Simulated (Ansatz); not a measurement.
**Self-aligned germanide contacts on shallow junctions**

A short materials screen. A metal film that reacts with Ge consumes substrate; on a shallow junction the depth consumed per thickness of contact matters as much as the driving force.

The reference row is NiGe. 8 nm of metal is deposited and fully reacted. All products have no gap at this level.

Levels of theory (Ansatz, a plane-wave PAW program): volume per atom: r²SCAN, relaxed cell; metal volume, Ge volume: r²SCAN, the element in its room-temperature structure; ΔH_f: r²SCAN, 0 K, against the elements in the same set-up, no fitted corrections.

Definitions used: Ge consumed = metal thickness × y × V(Ge)/V(metal); product = metal thickness × (1 + y) × V/V(metal); ratio = consumed/product; volume change = product/(metal + consumed) − 1.

| crystal | Ge atoms per metal atom | V (Å³/atom) | V of the metal (Å³/atom) | V of Ge (Å³/atom) | ΔH_f (eV/atom) | Ge consumed (nm) | product thickness (nm) | consumed per nm of product | volume change (%) |
|---|---|---|---|---|---|---|---|---|---|
| ZrGe (Pnma, oP8) | 1.000 | 18.81 | 23.51 | 22.83 | −0.882 | 7.77 | 12.80 | 0.61 | −19 |
| Ni2Ge (Pnma, oP12) | 0.500 | 11.56 | 10.52 | 22.83 | −0.260 | 8.68 | 13.19 | 0.66 | −21 |
| NiGe (Pnma), reference | 1.000 | 13.30 | 10.52 | 22.83 | −0.265 | 17.36 | 20.23 | 0.86 | −20 |
| Fe3Ge (P6₃/mmc, hP8) | 0.333 | 12.26 | 11.78 | 22.83 | −0.040 | 5.16 | 11.10 | 0.46 | −16 |

Not checked to be the ambient phase: Fe3Ge (P6₃/mmc, hP8). No claim is made that these are known or stable phases: ZrGe (Pnma, oP8); Ni2Ge (Pnma, oP12). Over 15 meV/atom above the lowest phase of their formula at hand: Fe3Ge (P6₃/mmc, hP8) (36 meV/atom, r²SCAN). Magnetic states: Fe3Ge (P6₃/mmc, hP8) ferromagnetic, the lowest of the collinear orders tried. Functionals of the SCAN family are commonly reported to give itinerant 3d magnets too large moments and volumes. Run without spin polarisation: Ni2Ge (Pnma, oP12), NiGe. Spin–orbit coupling is left out unless named. ΔH_f counts from the lowest computed solid of each element: Fe (Im-3m, ferromagnetic), Ge (Fd-3m), Ni (Fm-3m, ferromagnetic), Zr (P6_3/mmc).

For Fe3Ge (P6₃/mmc, hP8), step by step:

1. Ge consumed: 8 × 0.333 × 22.83/11.78 = 5.16 nm
2. product thickness: 8 × (1 + 0.333) × 12.26/11.78 = 11.10 nm
3. Ge consumed per nm of product: 5.16/11.10 = 0.46
4. volume change: 100 × (11.10/(8 + 5.16) − 1) = −16 %

The steps for NiGe:

Ge consumed: 8 × 1.000 × 22.83/10.52 = 17.36 nm; product thickness: 8 × (1 + 1.000) × 13.30/10.52 = 20.23 nm; Ge consumed per nm of product: 17.36/20.23 = 0.86; volume change: 100 × (20.23/(8 + 17.36) − 1) = −20 %.

Ranking by Ge consumed per nm of product, lowest first: Fe3Ge (P6₃/mmc, hP8) (0.46 ± 0.015), ZrGe (Pnma, oP8) (0.61 ± 0.019), Ni2Ge (Pnma, oP12) (0.66 ± 0.021), NiGe (0.86 ± 0.027). The ± follows from allowances picked for this note (volume per atom 1 %, 3 % for the model), carried to first order and added in quadrature; ≈ joins neighbours closer than their two ± added in quadrature. On this figure 3 of 3 candidates do clearly better than the reference.

Pareto front for low Ge consumed per nm of product and low ΔH_f: Fe3Ge (P6₃/mmc, hP8) (0.46, −0.040); ZrGe (Pnma, oP8) (0.61, −0.882). The reference is off the front.

Which phase forms first is kinetic; barrier heights, resistivities and agglomeration are not treated. Phases over 50 meV/atom above the lowest one at hand were not drawn (by r²SCAN where it compared them, else by the largest value; a layered or molecular lowest phase counts only with a dispersion term); other phases could lie lower still. Rows were sampled with a lean to familiar crystals, related or not, whatever their agreement with measurement; tables with many equal figures were not kept. Limits of the draw: ΔH_f under −0.03 eV/atom; for ΔH_f, runs without a dispersion term, no Mn, and elements whose lowest cell is their usual one. As a rule kept out of such tables: 4f compounds, open-shell compounds run without a Hubbard term, cells found unstable in the tests at hand, cells close to a higher symmetry, and runs set to a pressure or over 12 % in volume from the crystal's fullest run.
